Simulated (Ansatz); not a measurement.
The cell below belongs to a search over invented structures; it isn't taken from experiment.

Input and command of a plane-wave DFT calculation in Ansatz:

```yaml
crystal:
  lattice:
    - [3.85908622, 0.0, 0.0]
    - [-1.92954311, 3.3420667, 0.0]
    - [0.0, 0.0, 15.05733194]
  atoms:
    - { symbol: Rb, position: [0.66666667, 0.33333333, 0.75] }
    - { symbol: Rb, position: [0.33333333, 0.66666667, 0.25] }
    - { symbol: Tl, position: [0.66666667, 0.33333333, 0.08559023] }
    - { symbol: Tl, position: [0.33333333, 0.66666667, 0.91440977] }
    - { symbol: Tl, position: [0.33333333, 0.66666667, 0.58559023] }
    - { symbol: Tl, position: [0.66666667, 0.33333333, 0.41440977] }
    - { symbol: "N", position: [0.0, 0.0, 0.5] }
    - { symbol: "N", position: [0.0, 0.0, 0.0] }
basis:
  ecutwfc: 420
kpoints:
  mp_grid: { grid: [4, 4, 1] }
hamiltonian:
  xc: pbe
scf:
  occupations: { method: gaussian, width: 0.15 }
  lower_state_search: "off"
output:
  forces: true
  stress: true
  eigenvalues: true
relax:
  adjacent_minimum: "off"
  f_tol: 0.08
  max_steps: 16
  cell: { stress_tol: 0.8 }
```

```bash
ansatz run input.yaml --threads 1 --pin off --max-ram 2560MiB --backend cpu --events-out ev --progress --plain --runs-dir out
```

Processor: Intel(R) Xeon(R) Processor @ 2.50GHz (Skylake/Cascade Lake), 1 thread, on a host shared with other jobs.

**Question.** Estimate time, memory and problem size.

**Answer.** About 110 s, peak memory 0.48 GiB. It solves 48 bands at 4 k points (after reduction by symmetry) with about 4317 plane waves (on the last cell), in 38 SCF iterations over 6 ionic steps.
